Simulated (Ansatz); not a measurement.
In plane-wave PAW r²SCAN (Ansatz code), Ga in the diamond structure (Fd-3m) relaxes to a = 5.778 Å. Ga has 4 nearest neighbours from 2.50 Å (tetrahedral).

Electronic character: metallic (no gap). Gap from r²SCAN with spin–orbit coupling: none (metallic).

The bulk modulus is 45.3 GPa. The relaxed-ion elastic constants in GPa are C11 = 30.8, C12 = 51.6, C44 = -23.6.

The start of the workflow was typed in or built on a structure type; neither database checked (COD, Materials Project) lists it. It is not the phase usual at ambient conditions (space group No. 64). Symmetry was held in the r²SCAN relaxation. At this level the phase is mechanically unstable. The volume moved by -21 % from the start of the relaxation. As this level gives no gap, shear constants depend on the k-mesh and smearing (Fermi–Dirac, 0.1 eV here). Scalar-relativistic: spin–orbit coupling is off unless named, which matters more the heavier the elements.

Potentials: the earlier of the program's two PAW sets.
